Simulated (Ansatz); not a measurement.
**5 guesses for MgCd2SeS2 and where they end**

All numbers below come from DFT PBE, scalar-relativistic, plane waves, PAW (Ansatz). All cells share a 420 eV cutoff and Γ-centred k meshes spaced at most about 0.3 Å⁻¹ (about 0.25 or finer for metals, 2π included). No spin polarisation in the final relaxations.

Each guess was relaxed in cell and atoms at zero pressure, within the symmetry of its start. These are static total energies at zero pressure. Coordination counts S or Se atoms around Cd and Mg (for each partner element, those within 1.25 times its shortest distance or 1.15 times the sum of covalent radii, where it is the nearest in units of that sum or under 1.3; a plus sign parts groups by distance over the sum of covalent radii; the shortest distance is added where it exceeds 1.18 times the sum of covalent radii; a slash parts the counts of unlike sites).

```csv
guess,made from,start group,V start (Å³/atom),end group,V end (Å³/atom),coordination at the end,gap on mesh (eV),E over the lowest end (meV/atom)
1,LaAl2BRu2 type,P4/mmm,24.3,?,?,?,?,?
2,random cell,P-6m2,24.6,P-6m2,25.9,"Mg 6 from 3.1 Å, Cd 3/6 from 3.1 Å",0,541
3,Pr2FeSi2Ru type,P-4m2,24.9,P-4m2,26.3,"Mg 4, Cd 5",0.70,0
4,CeCr2Si2C type,P4/mmm,20.1,P4/mmm,25.3,"Mg 2, Cd 2+4",0,523
5,GdB2Rh2C type,I4/mmm,21.4,I4/mmm,28.0,"Mg 4 from 3.3 Å, Cd 5",0,345
```

Guess 1 as it starts:

```cif
data_structure
_symmetry_space_group_name_H-M 'P 1'
_symmetry_Int_Tables_number 1
_cell_length_a 4.7688
_cell_length_b 4.7688
_cell_length_c 6.4120
_cell_angle_alpha 90.000
_cell_angle_beta 90.000
_cell_angle_gamma 90.000
_cell_volume 145.82
loop_
_atom_site_label
_atom_site_type_symbol
_atom_site_fract_x
_atom_site_fract_y
_atom_site_fract_z
_atom_site_occupancy
Mg1 Mg 0.00000 0.00000 0.50000 1
Cd1 Cd 0.50000 0.50000 0.25370 1
Cd2 Cd 0.50000 0.50000 0.74630 1
Se1 Se 0.00000 0.00000 0.00000 1
S1 S 0.00000 0.50000 0.00000 1
S2 S 0.50000 0.00000 0.00000 1
```

Task: Fill in the missing row: what does this guess relax into, and where does it rank?

Result: It ends in space group P4/mmm (No. 123), with a = 5.142 Å, c = 5.552 Å, 24.5 Å³/atom and no gap. It lies 0.57 eV/atom over the lowest end, above guess 2 and so the highest of the set. Counting S or Se atoms around Cd and Mg, this end has Mg 2, Cd 4 from 2.9 Å and the lowest (guess 3) has Mg 4, Cd 5.

```cif
data_structure
_symmetry_space_group_name_H-M 'P4/mmm'
_symmetry_Int_Tables_number 123
_cell_length_a 5.1416
_cell_length_b 5.1416
_cell_length_c 5.5518
_cell_angle_alpha 90.000
_cell_angle_beta 90.000
_cell_angle_gamma 90.000
_cell_volume 146.77
loop_
_atom_site_label
_atom_site_type_symbol
_atom_site_symmetry_multiplicity
_atom_site_Wyckoff_symbol
_atom_site_fract_x
_atom_site_fract_y
_atom_site_fract_z
_atom_site_occupancy
Mg1 Mg 1 b 0.00000 0.00000 0.50000 1
Cd1 Cd 2 h 0.50000 0.50000 0.25877 1
Se1 Se 1 a 0.00000 0.00000 0.00000 1
S1 S 2 f 0.00000 0.50000 0.00000 1
```

Formation energies are uncorrected and refer to the elements' standard structures at the same level.

Task: Is the lowest end bound against the elements?

Result: Yes: its formation energy is −0.581 eV/atom. It lies below the elements, which doesn't yet make it stable against other compounds or structures.

No dispersion correction is applied, so the spacing and binding between layers, chains or molecules are poorly described (P-4m2), and this can change margins and order among such cells. Kohn–Sham gaps at this level usually fall short of measured ones. A magnetic state wasn't ruled out in cells without spin, among them P4/mmm at 24.5 Å³/atom. The reference forms of S and Se are held partly by dispersion forces, which this level lacks. Cells relaxed within their symmetry can be saddle points. A lower structure may well exist outside this small set. Some structure types and database cells were kept out of the candidates from the start, so a known form may be missing.
